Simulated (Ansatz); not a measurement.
InOF:
```cif
data_F4In4O4
_chemical_formula_sum 'In4 O4 F4'
_space_group_name_H-M_alt 'P 1'
_space_group_IT_number 1
_cell_length_a 6.61421
_cell_length_b 6.21219
_cell_length_c 5.48375
_cell_angle_alpha 68.550
_cell_angle_beta 60.947
_cell_angle_gamma 50.503
loop_
_space_group_symop_operation_xyz
  'x, y, z'
loop_
_atom_site_label
_atom_site_type_symbol
_atom_site_fract_x
_atom_site_fract_y
_atom_site_fract_z
_atom_site_occupancy
In1 In 0.79959 0.20041 0.79959 1
In2 In 0.20041 0.79959 0.20041 1
In3 In 0.45041 0.04959 0.45041 1
In4 In 0.04959 0.45041 0.04959 1
O1 O 0.13654 0.13654 0.86346 1
O2 O 0.86346 0.86346 0.13654 1
O3 O 0.11346 0.11346 0.38654 1
O4 O 0.38654 0.38654 0.11346 1
F1 F 0.62500 0.62500 0.62500 1
F2 F 0.62500 0.62500 0.12500 1
F3 F 0.12500 0.62500 0.62500 1
F4 F 0.62500 0.12500 0.62500 1
```

Relaxed with r²SCAN. r²SCAN in the plane-wave PAW code Ansatz gives a gap of 2.14 eV.

### Question
What gap does HSE06 give on the same cell (Ansatz, PAW)?

### Answer
3.11 eV, 0.97 eV more. The hybrid was solved on a coarser mesh and at special points; the gap given is the minimum over both.

Cost on shared cores: the r²SCAN run (SCF on a 6×6×6 mesh, then bands and DOS) roughly 7 core-minutes, the HSE06 run (SCF on 4×4×4, then a few points) about 7 core-minutes (a rough figure); the tasks are unlike.

Space group Fddd. The first step of the workflow began from a Materials Project structure, measured or hypothetical; the Crystallography Open Database files this formula in space group No. 70, but the cells were not matched. Whether it is the stable phase at ambient conditions was not checked. The cell was relaxed with r²SCAN under the symmetry of its start; its stability against distortions is not shown here. Spin–orbit coupling is left out wherever it is not named.

Potentials: the later of the program's two PAW sets.
